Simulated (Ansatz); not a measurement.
Simulated powder pattern, Cu Kα, λ = 1.54184 Å (kinematic, ideal powder, no thermal factors, no anomalous dispersion; the 30 strongest lines at most, above 1 %, up to 2θ = 90°):

| 2θ (°) | d (Å) | I/Imax (%) |
|---|---|---|
| 16.09 | 5.509 | 54 |
| 25.37 | 3.511 | 60 |
| 32.51 | 2.754 | 33 |
| 34.53 | 2.598 | 100 |
| 38.18 | 2.357 | 9.5 |
| 39.56 | 2.278 | 6.6 |
| 41.80 | 2.161 | 4.2 |
| 49.30 | 1.848 | 17 |
| 49.65 | 1.836 | 13 |
| 52.10 | 1.756 | 3.0 |
| 53.93 | 1.700 | 36 |
| 54.99 | 1.670 | 37 |
| 55.70 | 1.650 | 12 |
| 58.38 | 1.581 | 2.6 |
| 62.16 | 1.493 | 8.0 |
| 63.54 | 1.464 | 13 |
| 65.26 | 1.430 | 2.3 |
| 65.99 | 1.416 | 7.5 |
| 69.28 | 1.356 | 4.2 |
| 69.54 | 1.352 | 3.0 |
| 70.46 | 1.336 | 2.3 |
| 70.85 | 1.330 | 5.1 |
| 71.58 | 1.318 | 3.0 |
| 77.82 | 1.227 | 7.1 |
| 79.51 | 1.205 | 10 |
| 79.76 | 1.202 | 1.8 |
| 82.40 | 1.170 | 1.5 |
| 87.68 | 1.113 | 3.9 |
| 88.81 | 1.102 | 3.0 |
| 89.48 | 1.095 | 11 |

The pattern belongs to a structure relaxed with r²SCAN in the plane-wave PAW code Ansatz.

Task: Which compound is it?
A) GaP, zinc blende
B) InP, zinc blende
C) HfO2, P2_1/c (Hf on 4e, O on 4e, O on 4e)
D) P, black phosphorus

Result: D, P, black phosphorus

Task: Give the lattice parameters.

Result: a = 3.300 Å, b = 11.017 Å, c = 4.557 Å.

Space group Cmce (black phosphorus). Symmetry was held in the r²SCAN relaxation. A crystal of weakly bound layers computed without a dispersion correction: the cell and the soft elastic constants depend strongly on that.

Potentials: the earlier of the program's two PAW sets.
